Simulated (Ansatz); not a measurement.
# Two-dimensional strain map in Na

These are results of Ansatz, DFT PBEsol, scalar-relativistic, plane waves, PAW, not measurements. Cutoff 420 eV, Γ-centred 12×12×8 k-points, Gaussian smearing of 0.15 eV. No spin polarisation. Energies are free energies at this smearing, counted from the undisturbed cell; pressure is positive in compression.

The undisturbed cell (as given, not relaxed at this level; it stands at -0.3 GPa; this form isn't the usual structure):

```yaml
crystal:
  lattice:
    - [3.76700, 0.00000, 0.00000]
    - [-1.88350, 3.26232, 0.00000]
    - [0.00000, 0.00000, 6.15400]
  atoms:
    - { symbol: Na, position: [0.33333, 0.66667, 0.25000] }
    - { symbol: Na, position: [0.66667, 0.33333, 0.75000] }
```

The cell is strained by p along both x and y and by q along z, fractional coordinates fixed. Points are written (p, q).

Energy above the undisturbed cell in meV/atom (a dash: not computed):

```csv
p \ q,-0.050,-0.025,0.000,0.025,0.050
-0.050,11.1,7.2,6.1,7.4,11.0
-0.025,2.5,-0.1,-0.1,2.1,6.4
0.000,0.3,-1.0,0.0,3.2,8.2
0.025,3.7,3.4,5.4,9.4,15.1
0.050,11.7,12.3,15.2,19.9,26.3
```

Pressure in GPa:

```csv
p \ q,-0.050,-0.025,0.000,0.025,0.050
-0.050,1.1,0.8,0.6,0.4,0.2
-0.025,0.6,0.3,0.1,-0.1,-0.2
0.000,0.1,-0.1,-0.3,-0.4,-0.6
0.025,-0.3,-0.4,-0.6,-0.7,-0.8
0.050,-0.5,-0.7,-0.8,-0.9,-1.0
```